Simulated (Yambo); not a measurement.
G0W0@PBEsol for Ba2RuH6 (space group Fm-3m, No. 225) in Yambo. Reference settings: 2×2×2 Γ-centred k mesh, bands 5 to 186 and a 7 Ry block in the screening, 186 bands in G with the Bruneval-Gonze terminator, plasmon pole fitted at 27.2 eV. The PBEsol gap Γ → X on this mesh is 1.74 eV; G0W0 gaps are taken between the same points.

With and without the terminator, as bands are cut:

```csv
bands in G (in W),"gap, terminator (eV)","gap, none (eV)","valence shift, terminator (eV)","valence shift, none (eV)"
69 (186),2.721,2.556,-0.199,0.460
120 (186),2.711,2.609,-0.245,0.114
186 (186),2.719,2.672,-0.275,-0.100
```

Over this range the gap spans 0.010 eV with the terminator and 0.116 eV without, the valence shift 0.076 eV and 0.560 eV. Neither column has reached its limit for certain.

Spin-orbit coupling is not included.

Geometry of the Materials Project entry, not relaxed at this level; primitive cell a = 5.7044 Å, b = 5.7044 Å, c = 5.7044 Å, α = 60.00°, β = 60.00°, γ = 60.00°.

The structure is a Materials Project entry; no match was found in the copy of COD used, and its stability was not checked.

A shift is the quasiparticle energy of the state minus its PBEsol energy.
